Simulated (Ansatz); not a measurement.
SnSeS:
```xyz
3
Lattice="3.7160 0.0000 0.0000 -1.8580 3.2182 0.0000 0.0000 0.0000 5.7977" Properties=species:S:1:pos:R:3 pbc="T T T"
Sn     0.0000     2.1454     0.0464
Se     0.0000     0.0000     4.2525
S      1.8580     1.0727     1.4988
```

This is the LDA-relaxed structure. x, y and z are the axes in which the lattice vectors are written.

Task: All from plane-wave PAW LDA (Ansatz code), unless another level is named. Estimate the smallest direct gap on the standard path.

Result: 1.08 eV.

Task: Predict the electron effective mass.

Result: 0.19, 0.26, 0.66 mₑ (principal values).

Task: What about the conduction-band minimum?

Result: off the standard path, at k = (0.000, 0.438, 0.331) in fractions of the reciprocal vectors.

Space group P3m1. The workflow started from a Materials Project entry (that database holds measured and hypothetical structures alike); the Crystallography Open Database copy checked does not list it. With Se and S taken as one species the cell has the higher symmetry P-3m1, so it may be an ordered model of a mixed-site phase. Its standing as an ambient phase is unchecked. Symmetry was held in the LDA relaxation; its stability against distortions is not shown here. A crystal of weakly bound layers computed without a dispersion correction: the cell and the soft elastic constants depend strongly on that. Scalar-relativistic: spin–orbit coupling is off unless named, which matters more the heavier the elements.

Potentials: the later of the program's two PAW sets.
